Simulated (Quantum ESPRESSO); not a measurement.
## SnMoSc3RuPdAg (input and log of a self-consistent run)

Simulated, not a measurement. The program is pw.x of Quantum ESPRESSO 7.5 (plane-wave density functional theory). The cell is made up: eight metal atoms on a face-centred cubic lattice, with elements, volume, strain and displacements drawn at random and not relaxed, so it may be unstable or far from any real phase. PseudoDojo standard norm-conserving files set the functional (PBE unless stated); there is no spin polarisation or spin-orbit coupling, the Fermi-Dirac width of 0.25 eV means electrons at about 2900 K, and the masses in the input are unused placeholders. The tin pseudopotential is less sure than most, with forces differing by about three percent from a second method on plain tin. A spin test at this wide smearing found no moment, but such smearing suppresses magnetism that the real alloy may have.

Input:

```
&control calculation='scf', pseudo_dir='./dojo.nc.sr.pbe.v0_5.standard.upf', outdir='./o', disk_io='minimal', tprnfor=.true., tstress=.true. /
&system ibrav=0, nat=8, ntyp=6, nbnd=73, ecutwfc=84.00895049, nosym=.true., tot_charge=0,
 occupations='smearing', smearing='fd', degauss=0.0183746611
/
&electrons conv_thr=1.470e-08, electron_maxstep=70, mixing_beta=0.5 /
ATOMIC_SPECIES
Ag 1.0 Ag.upf
Mo 1.0 Mo.upf
Pd 1.0 Pd.upf
Ru 1.0 Ru.upf
Sc 1.0 Sc.upf
Sn 1.0 Sn.upf
CELL_PARAMETERS angstrom
-2.1629 -4.5108 -2.2492
-4.3373 2.2951 2.1813
-0.0547 4.4596 -4.3412
ATOMIC_POSITIONS angstrom
Sn -0.0039 0.0354 0.059
Mo -0.0082 2.2185 -2.1549
Sc -2.1476 2.2729 0.057
Ru -2.1914 4.5125 -2.2207
Pd -2.216 0.0939 -2.1873
Ag -2.1799 2.2756 -4.3285
Sc -4.388 0.0895 -0.0122
Sc -4.469 2.1527 -2.1719
K_POINTS automatic
5 5 4 1 1 1
```

The log is shortened where brackets say so; the opening notice, blank lines, dates and the lines on written files are dropped, and the path of the files is cut. It prints rydbergs, bohrs and kilobars, and counts compression as positive stress. Its total energy is the free energy E - TS of the whole cell.

```
     Program PWSCF v.7.5
     Parallel version (MPI & OpenMP), running on       4 processor cores
     Number of MPI processes:                 4
     Threads/MPI process:                     1
     [start-up lines left out]
     bravais-lattice index     =            0
     lattice parameter (alat)  =      10.3650  a.u.
     unit-cell volume          =    1155.8928 (a.u.)^3
     number of atoms/cell      =            8
     number of atomic types    =            6
     number of electrons       =       114.00
     number of Kohn-Sham states=           73
     kinetic-energy cutoff     =      84.0090  Ry
     charge density cutoff     =     336.0358  Ry
     scf convergence threshold =      1.5E-08
     mixing beta               =       0.5000
     number of iterations used =            8  plain     mixing
     Exchange-correlation= PBE
                           (   1   4   3   4   0   0   0)
     [axes and pseudopotential details left out]
   Cartesian axes
     site n.     atom                  positions (alat units)
         1        Sn     tau(   1) = (  -0.0007110   0.0064541   0.0107568  )
         2        Mo     tau(   2) = (  -0.0014950   0.4044726  -0.3928772  )
         3        Sc     tau(   3) = (  -0.3915462   0.4143907   0.0103921  )
         4        Ru     tau(   4) = (  -0.3995318   0.8227102  -0.4048737  )
         5        Pd     tau(   5) = (  -0.4040168   0.0171197  -0.3987843  )
         6        Ag     tau(   6) = (  -0.3974351   0.4148829  -0.7891637  )
         7        Sc     tau(   7) = (  -0.8000116   0.0163175  -0.0022243  )
         8        Sc     tau(   8) = (  -0.8147793   0.3924761  -0.3959766  )
     number of k points=    50  Fermi-Dirac smearing, width (Ry)=  0.0184
                       cart. coord. in units 2pi/alat
        k(    1) = (  -0.1766037   0.0269302  -0.1280422), wk =   0.0400000
        k(    2) = (  -0.2140476   0.1427971  -0.3244077), wk =   0.0400000
     [further k points left out]
     Dense  grid:   120233 G-vectors     FFT dimensions: (  64,  60,  72)
     Estimated max dynamical RAM per process >     431.67 MB
     Estimated total dynamical RAM >       1.60 GB
     Initial potential from superposition of free atoms
     starting charge     113.9877, renormalised to     114.0000
     Starting wfcs are   78 randomized atomic wfcs
     total cpu time spent up to now is        7.9 secs
     per-process dynamical memory:   341.2 Mb
     Self-consistent Calculation
     iteration #  1     ecut=    84.01 Ry     beta= 0.50
     Davidson diagonalization with overlap
     ethr =  1.00E-02,  avg # of iterations =  2.2
     total cpu time spent up to now is       27.4 secs
     total energy              =   -1364.71111967 Ry
     estimated scf accuracy    <      10.78317142 Ry
     iteration #  2     ecut=    84.01 Ry     beta= 0.50
     Davidson diagonalization with overlap
     ethr =  9.46E-03,  avg # of iterations =  3.0
     total cpu time spent up to now is       48.5 secs
     total energy              =   -1369.37011931 Ry
     estimated scf accuracy    <      32.97457330 Ry
     iteration #  3     ecut=    84.01 Ry     beta= 0.50
     Davidson diagonalization with overlap
     ethr =  9.46E-03,  avg # of iterations =  2.0
     total cpu time spent up to now is       65.8 secs
     total energy              =   -1371.73429140 Ry
     estimated scf accuracy    <      16.57515474 Ry
     iteration #  4     ecut=    84.01 Ry     beta= 0.50
     Davidson diagonalization with overlap
     ethr =  9.46E-03,  avg # of iterations =  1.8
     total cpu time spent up to now is       80.9 secs
     total energy              =   -1372.12495785 Ry
     estimated scf accuracy    <       3.68769840 Ry
     iteration #  5     ecut=    84.01 Ry     beta= 0.50
     Davidson diagonalization with overlap
     ethr =  3.23E-03,  avg # of iterations =  1.8
     total cpu time spent up to now is       96.0 secs
     total energy              =   -1371.88740269 Ry
     estimated scf accuracy    <       2.30432768 Ry
     [iterations 6 to 13 left out]
     iteration # 14     ecut=    84.01 Ry     beta= 0.50
     Davidson diagonalization with overlap
     ethr =  7.24E-07,  avg # of iterations =  2.0
     total cpu time spent up to now is      251.1 secs
     total energy              =   -1371.76694773 Ry
     estimated scf accuracy    <       0.00002044 Ry
     iteration # 15     ecut=    84.01 Ry     beta= 0.50
     Davidson diagonalization with overlap
     ethr =  1.79E-08,  avg # of iterations =  6.5
     total cpu time spent up to now is      272.4 secs
     total energy              =   -1371.76695292 Ry
     estimated scf accuracy    <       0.00000269 Ry
     iteration # 16     ecut=    84.01 Ry     beta= 0.50
     Davidson diagonalization with overlap
     ethr =  2.36E-09,  avg # of iterations =  2.1
     total cpu time spent up to now is      288.7 secs
     total energy              =   -1371.76695325 Ry
     estimated scf accuracy    <       0.00000086 Ry
     iteration # 17     ecut=    84.01 Ry     beta= 0.50
     Davidson diagonalization with overlap
     ethr =  7.56E-10,  avg # of iterations =  1.8
     total cpu time spent up to now is      304.0 secs
     total energy              =   -1371.76695333 Ry
     estimated scf accuracy    <       0.00000024 Ry
     iteration # 18     ecut=    84.01 Ry     beta= 0.50
     Davidson diagonalization with overlap
     ethr =  2.12E-10,  avg # of iterations =  2.8
     total cpu time spent up to now is      320.0 secs
     End of self-consistent calculation
     [lines on levels left out]
!    total energy              =   -1371.76695334 Ry
     estimated scf accuracy    <       0.00000001 Ry
     smearing contrib. (-TS)   =      -0.14004272 Ry
     internal energy E=F+TS    =   -1371.62691062 Ry
     The total energy is F=E-TS. E is the sum of the following terms:
     one-electron contribution =    -545.81105099 Ry
     hartree contribution      =     319.55438234 Ry
     xc contribution           =    -235.53437915 Ry
     ewald contribution        =    -909.83586283 Ry
     convergence has been achieved in  18 iterations
     Forces acting on atoms (cartesian axes, Ry/au):
     atom    1 type  6   force =    -0.01523065   -0.01068532   -0.00279273
     atom    2 type  2   force =    -0.00414424    0.00022825   -0.02237870
     atom    3 type  5   force =     0.02477042    0.01680211   -0.01110164
     atom    4 type  4   force =    -0.01010604   -0.00206278    0.02161903
     atom    5 type  3   force =    -0.00025848   -0.00459028    0.00185369
     atom    6 type  1   force =    -0.00838601    0.00131223    0.01592611
     atom    7 type  5   force =    -0.00017183   -0.00387909    0.01313102
     atom    8 type  5   force =     0.01352683    0.00287487   -0.01625679
     Total force =     0.058806     Total SCF correction =     0.000384
     Computing stress (Cartesian axis) and pressure
          total   stress  (Ry/bohr**3)                   (kbar)     P=     -115.24
  -0.00084385   0.00013912   0.00007691         -124.13       20.46       11.31
   0.00013912  -0.00079393   0.00001754           20.46     -116.79        2.58
   0.00007691   0.00001754  -0.00071232           11.31        2.58     -104.79
     init_run     :      7.30s CPU      7.56s WALL (       1 calls)
     electrons    :    305.93s CPU    312.08s WALL (       1 calls)
     forces       :      1.96s CPU      1.99s WALL (       1 calls)
     stress       :      6.50s CPU      6.66s WALL (       1 calls)
     [timing details left out]
     PWSCF        :   5m22.10s CPU   5m28.75s WALL
     JOB DONE.
```

In other units: free energy -18663.840 eV for the cell, pressure -11.52 GPa, largest force component 0.637 eV/Å in size. The run took 330 s of wall time with four MPI processes on a shared machine (Intel Xeon, 2023 or later, virtual cores), so the time is rough. A rerun of this cell at a higher cutoff and on a denser mesh moved values by no more than 0.003 eV in energy, 0.02 GPa in stress and 0.003 eV/Å in force, and a second program with other atomic files agreed on that cell to 2 % rms in force and 0.5 GPa in pressure.